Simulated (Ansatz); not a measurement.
An Ansatz (a first-principles code) run. Input:

Ansatz 0.2 input:
```yaml
crystal:
  lattice:
    - [4.7500700007, 0.0, 0.0]
    - [-2.3750350003, 4.1136812904, 0.0]
    - [0.0, 0.0, 7.8787727694]
  atoms:
    - { symbol: Sr, position: [0.0, 0.0, 0.0] }
    - { symbol: Cd, position: [0.3333333333, 0.6666666667, 0.6314467219] }
    - { symbol: Cd, position: [0.6666666667, 0.3333333333, 0.3685532781] }
    - { symbol: Sb, position: [0.3333333333, 0.6666666667, 0.2517298058] }
    - { symbol: Sb, position: [0.6666666667, 0.3333333333, 0.7482701942] }
kpoints:
  mp_grid: { grid: [6, 6, 3] }
hamiltonian:
  xc: r2scan
  pseudopotentials: { kind: paw }
scf:
  occupations: { method: fixed }
output:
  optics: { e_range: [0.0, 15.0], de: 0.05, sigma: 0.1, bands: { spectra_wanted_up_to: 12 eV } }
```

Output (shortened):

```
output.optics: the spectra are integrated over the Brillouin zone by k·p interpolation around the k-points, where levels, occupations, output.optics.sigma and …
Pseudopotential: Sr, paw, valence charge 10
Pseudopotential: Cd, paw, valence charge 20
Pseudopotential: Sb, paw, valence charge 15
Functional definition: r2SCAN
Crystal: 5 atoms, lattice volume = 153.953 Å³
Basis set: ecut = 500 eV, 3887 PW (Γ), exchange–correlation on 144×144×240 points (64 copies of the dense FFT grid, shifted against one another)
Bands: 48, of which v1, the nominal top of the filled ones, is band 40 counted from 1 (39 counted from 0)
Symmetry: 12 space group operations
Space group: P-3m1 (ITA 164), of the structure as read, at distance tolerance 5.4e-5 Å
k-points: 17 of 108
SCF iter   1: F=—  HF=-33092.924276 eV  |F-HF|=—  |Δ(HF+E_count)|=         —  Δρ=5.02e-3  dr2=3.57e-2  dr2_τ=2.53e-2  ethr=1.77e-3  ⟨swp⟩=5.5  Hψ=2760  notcnv=0  defer=97
preconditioner: auto → Resta (q_TF=auto, 2.446 Å⁻¹)
SCF iter   2: F=—  HF=-33092.982247 eV  |F-HF|=—  |Δ(HF+E_count)|=   5.80e-2  Δρ=2.92e-3  dr2=8.74e-3  dr2_τ=9.30e-4  ethr=4.46e-5  ⟨swp⟩=3.2  Hψ=1568  notcnv=0  defer=101
SCF iter   3: F=—  HF=-33092.984436 eV  |F-HF|=—  |Δ(HF+E_count)|=   2.19e-3  Δρ=8.34e-4  dr2=1.37e-3  dr2_τ=7.94e-5  ethr=1.09e-5  ⟨swp⟩=3.0  Hψ=1200  notcnv=0  defer=101
SCF iter   4: F=—  HF=-33092.984624 eV  |F-HF|=—  |Δ(HF+E_count)|=   1.88e-4  Δρ=1.78e-4  dr2=6.11e-5  dr2_τ=3.35e-6  ethr=1.71e-6  ⟨swp⟩=3.5  Hψ=1564  notcnv=0  defer=101
SCF iter   5: F=—  HF=-33092.984663 eV  |F-HF|=—  |Δ(HF+E_count)|=   3.93e-5  Δρ=5.55e-5  dr2=7.96e-6  dr2_τ=2.76e-7  ethr=7.63e-8  ⟨swp⟩=2.0  Hψ=1081  notcnv=0  defer=101
SCF iter   6: F=—  HF=-33092.984657 eV  |F-HF|=—  |Δ(HF+E_count)|=   5.81e-6  Δρ=2.03e-5  dr2=6.49e-7  dr2_τ=2.20e-8  ethr=9.95e-9  ⟨swp⟩=2.0  Hψ=1302  notcnv=0  defer=94
SCF iter   7: F=—  HF=-33092.984724 eV  |F-HF|=—  |Δ(HF+E_count)|=   6.72e-5  Δρ=5.55e-6  dr2=5.66e-8  dr2_τ=3.34e-9  ethr=8.11e-10  ⟨swp⟩=2.0  Hψ=1323  notcnv=0  defer=83
SCF iter   8: F=—  HF=-33092.984724 eV  |F-HF|=—  |Δ(HF+E_count)|=   2.00e-8  Δρ=2.01e-6  dr2=9.30e-9  dr2_τ=3.81e-10  ethr=7.07e-11  ⟨swp⟩=2.0  Hψ=1234  notcnv=0  defer=83
SCF iter  11: F=-33092.984724 eV  HF=-33092.984724 eV  |F-HF|=0.00e0  |Δ(HF+E_count)|=  7.28e-12  Δρ=4.87e-8  dr2=4.16e-12  dr2_τ=1.67e-13  ethr=1.00e-12  ⟨swp⟩=14.3  Hψ=3671  notcnv=0
SCF 1 converged in 11 iterations: F = -33092.984724 eV  dr2 = 4.16e-12
NSCF: frozen V_eff on 17 k-points
Optics k sum: 0 of 17 k-points
Optics k sum: 1 of 17 k-points
Optics k sum: 2 of 17 k-points
Optics k sum: 3 of 17 k-points
Optics k sum: 4 of 17 k-points
Optics k sum: 5 of 17 k-points
Optics k sum: 6 of 17 k-points
Optics k sum: 7 of 17 k-points
Optics k sum: 8 of 17 k-points
Optics k sum: 9 of 17 k-points
Optics k sum: 10 of 17 k-points
Optics k sum: 11 of 17 k-points
Optics k sum: 12 of 17 k-points
Optics k sum: 13 of 17 k-points
Optics k sum: 14 of 17 k-points
Optics k sum: 15 of 17 k-points
Optics k sum: 16 of 17 k-points
Optics k sum: 17 of 17 k-points
Optics k sum: 0 of 17 k-points
Optics k sum: 1 of 17 k-points
Optics k sum: 2 of 17 k-points
Optics k sum: 3 of 17 k-points
Optics k sum: 4 of 17 k-points
Optics k sum: 5 of 17 k-points
Optics k sum: 6 of 17 k-points
Optics k sum: 7 of 17 k-points
Optics k sum: 8 of 17 k-points
Optics k sum: 9 of 17 k-points
Optics k sum: 10 of 17 k-points
Optics k sum: 11 of 17 k-points
Optics k sum: 12 of 17 k-points
Optics k sum: 13 of 17 k-points
Optics k sum: 14 of 17 k-points
Optics k sum: 15 of 17 k-points
Optics k sum: 16 of 17 k-points
Optics k sum: 17 of 17 k-points
NSCF: frozen V_eff on 1 k-points
NSCF: frozen V_eff on 1 k-points
NSCF: frozen V_eff on 1 k-points
output.optics: what the bands over the 84 summed would add to eps1, eps2 and the energy-loss function is held between a lower and an upper bound (9 Lanczos …
SCF converged after 11 iterations
Free energy (F): -33092.984724 eV
Harris-Foulkes:  -33092.984724 eV  (|F-HF|=0.00e0)
Internal energy: -33092.984724 eV  (E = F + TS)
E sigma→0 (E₀):  -33092.984724 eV
Fermi energy:    9.321769 eV
--- Per-component energies (eV) ---
  E_band       = -1487.519428
  E_kinetic    = 1669.642333
  E_local      = -12382.089220  (includes V_loc(G=0)·N_el)
  E_nonlocal   = 996.744161
  E_hartree    = 5613.693725
  E_xc         = -755.464337
  E_vxc        = -875.771795  (∫ρ·V_xc dr)
  E_paw        = -20133.515833  (= ΣΔE_a)
  E_vpaw       = -2181.428650  (= ΣTr[D̂ρ^β])
  E_aug_tail   = 0.000010  (compensation charges beyond the density's cutoff)
  E_vtau       = 57.996406  (kinetic-family band-sum trace: ∫τ·v_τ [+ j·A + Jᵃ·Aᵃ] dr)
  E_ewald      = -8101.732060
  E_core_change = -0.263504  (= ΣΔE_core)
  E_smearing   =  0.000000  (= −TS)
  E_closure    = 0.000000  (closes the sum)
  Σ components = -33092.984724   (vs F -33092.984724, Δ=0.00e0)
  [band-id]    e_kinetic+e_local+e_nonlocal+2·e_hartree+e_vxc+e_vpaw+e_augmentation_tail+e_vtau = -1487.519304   (vs E_band -1487.519428, Δ=1.24e-4)
--- Band table (eV; the first three rows and the last of 17) ---
  k-point 0: bands = ["-96.4582", "-96.4579", "-56.6063", "-56.6043", "-56.6043", "-56.6038", "-56.6022", "-56.6022", "-27.8270", "-19.7537", "-19.7537", "-19.7536", "-19.7536", "-19.7340", "-19.7339", "-19.7290", "-19.7290", "-19.7282", "-19.7282", …
  k-point 1: bands = ["-96.4582", "-96.4579", "-56.6063", "-56.6043", "-56.6043", "-56.6038", "-56.6022", "-56.6022", "-27.8270", "-19.7540", "-19.7540", "-19.7533", "-19.7533", "-19.7340", "-19.7338", "-19.7288", "-19.7288", "-19.7283", "-19.7283", …
  k-point 2: bands = ["-96.4582", "-96.4580", "-56.6062", "-56.6048", "-56.6044", "-56.6034", "-56.6022", "-56.6022", "-27.8264", "-19.7539", "-19.7536", "-19.7536", "-19.7532", "-19.7338", "-19.7337", "-19.7290", "-19.7289", "-19.7282", "-19.7280", …
  k-point 16: bands = ["-96.4581", "-96.4581", "-56.6059", "-56.6059", "-56.6046", "-56.6025", "-56.6025", "-56.6020", "-27.8244", "-19.7536", "-19.7534", "-19.7534", "-19.7525", "-19.7331", "-19.7331", "-19.7286", "-19.7285", "-19.7285", "-19.7280", …
```

Cost: around 10 core-minutes (rough) on shared cores.

The workflow started from an entry of the Crystallography Open Database (COD). Whether it is the stable phase at ambient conditions was not checked. Symmetry was held in the r²SCAN relaxation; its stability against distortions is not shown here. Scalar-relativistic: spin–orbit coupling is off unless named, which matters more the heavier the elements.

Potentials: the later of the program's two PAW sets.

Ansatz is a plane-wave DFT program.
